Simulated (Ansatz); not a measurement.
CsSnI3 (cubic perovskite)

```
CELL_PARAMETERS angstrom
      6.27122     0.00000     0.00000
      0.00000     6.27122     0.00000
      0.00000     0.00000     6.27122
ATOMIC_POSITIONS crystal
  Cs 0.00000 0.00000 0.00000
  Sn 0.50000 0.50000 0.50000
  I  0.00000 0.50000 0.50000
  I  0.50000 0.50000 0.00000
  I  0.50000 0.00000 0.50000
```

In this cell atom 2 (Sn, nearest neighbour I at 3.136 Å; its periodic images, 6.3 Å or more away, move with it) is moved by s along Cartesian z, unit vector (0.000, 0.000, 1.000); all other atoms and the cell stay fixed.

Calculation: PBE (plane waves to 420 eV, PAW, scalar-relativistic; Ansatz, a first-principles code). k mesh 5×5×5 (Γ-centred), Fermi-Dirac smearing 0.05 eV. Energies are smeared free energies. F∥ is the force on the atom along that direction. CsSnI3 was relaxed with its symmetry unable to fall. Spin-orbit coupling is left out, though I is heavy. The PAW data are Ansatz's earlier set. This is a high-temperature form of CsSnI3. The zero of ΔE is the undisplaced structure.

Q: Give the computed ΔE (meV/cell) and F∥ (eV/Å) at s (Å) = -0.940, -0.752, -0.376, -0.188, 0.752, 0.940.

A: 
```tsv
s (Å)	ΔE (meV/cell)	F∥ (eV/Å)
-0.940	3281	14.077
-0.752	1375	6.913
-0.376	117	1.045
-0.188	14	0.204
0.752	1375	-6.913
0.940	3281	-14.077
```

(For displaced atoms, the force is minus the slope of the energy, and its curvature is a force constant, which sets phonon frequencies.)
